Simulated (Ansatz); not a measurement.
Input:

InP:
```yaml
crystal:
  lattice:
    - [0.00000, 2.91321, 2.91321]
    - [2.91321, 0.00000, 2.91321]
    - [2.91321, 2.91321, 0.00000]
  atoms:
    - { symbol: In, position: [0.00000, 0.00000, 0.00000] }
    - { symbol: P, position: [0.75000, 0.75000, 0.75000] }
```

This is the LDA-relaxed structure.

### Question
All from LDA (plane waves, PAW; program Ansatz), unless another level is named. Estimate the electron effective mass.

### Answer
0.046 mₑ (isotropic).

### Question
Give the hole effective mass, band 1 of 3 at the edge.

### Answer
0.41 along [100], 2.5 along [110], 0.93 along [111] (mₑ).

### Question
Give the hole effective mass, band 3 of 3 at the edge.

### Answer
0.045 along [100], 0.042 along [110], 0.040 along [111] (mₑ).

### Question
Next, the formation energy from the elements (no fitted shifts)?

### Answer
-0.21 eV/atom.

### Question
Predict the band gap.

### Answer
0.58 eV (direct).

### Question
What about the valence-band maximum?

### Answer
at Γ.

Space group F-43m (zinc blende). Symmetry was held in the LDA relaxation. The references are the lowest solids computed at this level, not always the standard phases. Spin–orbit coupling is left out wherever it is not named.

Potentials: the earlier of the program's two PAW sets. The files were generated under PBE; for other functionals the program regenerates the frozen cores, and for LDA and PBEsol the local potential too.
